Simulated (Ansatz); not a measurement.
Consider the following.

ZnS:
```cif
data_SZn
_chemical_formula_sum 'S1 Zn1'
_space_group_name_H-M_alt 'P 1'
_space_group_IT_number 1
_cell_length_a 3.81062
_cell_length_b 3.81062
_cell_length_c 3.81062
_cell_angle_alpha 60.000
_cell_angle_beta 60.000
_cell_angle_gamma 60.000
loop_
_space_group_symop_operation_xyz
  'x, y, z'
loop_
_atom_site_label
_atom_site_type_symbol
_atom_site_fract_x
_atom_site_fract_y
_atom_site_fract_z
_atom_site_occupancy
S1 S 0.75000 0.75000 0.75000 1
Zn1 Zn 0.00000 0.00000 0.00000 1
```

This is the r²SCAN-relaxed structure.

**Question.** All from r²SCAN in the plane-wave PAW code Ansatz, unless another level is named. Estimate the largest static χ(2) component.

**Answer.** 20 pm/V.

**Question.** Predict the Bader charges.

**Answer.** S -0.96, Zn +0.96 e.

**Question.** Next, the electronic dielectric constant ε∞ (DFPT)?

**Answer.** 5.43.

**Question.** Next, the static dielectric constant ε0 (ions relaxed, cell fixed)?

**Answer.** 8.52.

Space group F-43m (zinc blende). The r²SCAN relaxation kept the symmetry of its start; phonons on a q-mesh show no instability.

Potentials: the later of the program's two PAW sets.
